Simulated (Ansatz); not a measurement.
MgO (rock salt, Fm-3m), PBE (plane waves, PAW; program Ansatz), all energies at zero smearing, with the estimated change up to a 700 eV cutoff added, with one set of potentials and settings (totals compare only within such a set). Cell of 2 atoms (1 Mg, 1 O): -2494.143 eV.

```csv
element,reference phase,E (eV/atom)
Mg,"P6_3/mmc, 2 atoms in the cell",-1923.8027
O,"C2/m, 4 atoms in the cell, spin-polarised",-565.0042
```

Formation energy per atom, worked out: (-2494.143 − 1×(-1923.8027) − 1×(-565.0042))/2 = -2.668 eV/atom (-257 kJ per mol of atoms), at 0 K, without zero-point energy or fitted corrections.

The PBE relaxation kept the symmetry of its start. The references are the lowest solids computed at this level, not always the standard phases (solids in place of the gases).

Potentials: the earlier of the program's two PAW sets.
